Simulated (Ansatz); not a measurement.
**Ru at a changed volume — electric field gradients**

The cell is an entry of the Crystallography Open Database (COD), relaxed with PBE at fixed cell and then changed (volume scaled by 0.98, ions relaxed).

```xyz
2
Lattice="2.6876 0.0000 0.0000 -1.3438 2.3276 0.0000 0.0000 0.0000 4.2532" Properties=species:S:1:pos:R:3 pbc="T T T"
Ru    0.0000    1.5517    1.0633
Ru    1.3438    0.7759    3.1899
```

Sites (sets of like atoms) are named by element and the number of their first atom in this list.

The numbers come from a DFT calculation in Ansatz (PBE, plane waves and PAW, scalar-relativistic, 420 eV cutoff, Γ-centred 20×20×11 k-points, Fermi–Dirac smearing 0.05 eV).

V_zz is the principal component of the electric field gradient with the largest magnitude, η = (V_xx − V_yy)/V_zz and C_Q = eQV_zz/h. Directions are in the Cartesian axes of the cell vectors above, for the atom listed; none is given where the gradient is under 0.02 or η is above 0.95.

```tsv
site	first atom	first shell	V_zz (10²¹ V/m²)	η	direction of V_zz (x, y, z)
Ru	1	12 Ru at 2.63–2.69 Å	-1.24	0.00	0.00 0.00 1.00
```

An axis of threefold or higher order runs through Ru, so V_zz lies along it and η is zero.

With no gap above 0.1 eV, as in a metal, the gradients converge slowly in k; expect changes of a tenth or more on a denser mesh. Without spin–orbit coupling (the program notes it for Ru) the gradients can shift somewhat, as the gap is small. With these PAW files V_zz is typically within 2 to 3 % of all-electron values, but misses above 10 % occur on Ru. At this changed cell the PBE pressure is 12 GPa.
